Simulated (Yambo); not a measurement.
G0W0@LDA for TlBr (CsCl type, space group Pm-3m, No. 221) in Yambo. Reference settings: 4×4×4 Γ-centred k mesh, 143 bands and a 10 Ry block in the screening, 143 bands in G with the Bruneval-Gonze terminator, plasmon pole fitted at 27.2 eV. The LDA gap X → X on this mesh is 1.71 eV; G0W0 gaps are taken between the same points.

With and without the terminator, as bands are cut:

```json
[
 {"bands in G (in W)": "28 (28)", "gap, terminator (eV)": "2.821", "gap, none (eV)": "2.637", "valence shift, terminator (eV)": "-0.491", "valence shift, none (eV)": "-0.128"},
 {"bands in G (in W)": "47 (47)", "gap, terminator (eV)": "2.893", "gap, none (eV)": "2.750", "valence shift, terminator (eV)": "-0.735", "valence shift, none (eV)": "-0.460"},
 {"bands in G (in W)": "75 (75)", "gap, terminator (eV)": "2.970", "gap, none (eV)": "2.873", "valence shift, terminator (eV)": "-0.904", "valence shift, none (eV)": "-0.720"},
 {"bands in G (in W)": "109 (109)", "gap, terminator (eV)": "3.002", "gap, none (eV)": "2.940", "valence shift, terminator (eV)": "-0.993", "valence shift, none (eV)": "-0.873"},
 {"bands in G (in W)": "143 (143)", "gap, terminator (eV)": "3.018", "gap, none (eV)": "2.976", "valence shift, terminator (eV)": "-1.042", "valence shift, none (eV)": "-0.959"}
]
```

Over this range the gap spans 0.197 eV with the terminator and 0.339 eV without, the valence shift 0.551 eV and 0.831 eV. Neither column has reached its limit for certain.

The standard potential for Tl keeps a d shell in the valence without the s and p states of that shell. In tests on such compounds this moved G0W0 gaps by up to about 0.9 eV, so absolute quasiparticle energies here are unreliable; differences between settings are what counts.

Spin-orbit coupling is not included.

Geometry of the Materials Project entry, not relaxed at this level; primitive cell a = b = c = 3.9999 Å, α = β = γ = 90.00°.

A shift is the quasiparticle energy of the state minus its LDA energy.
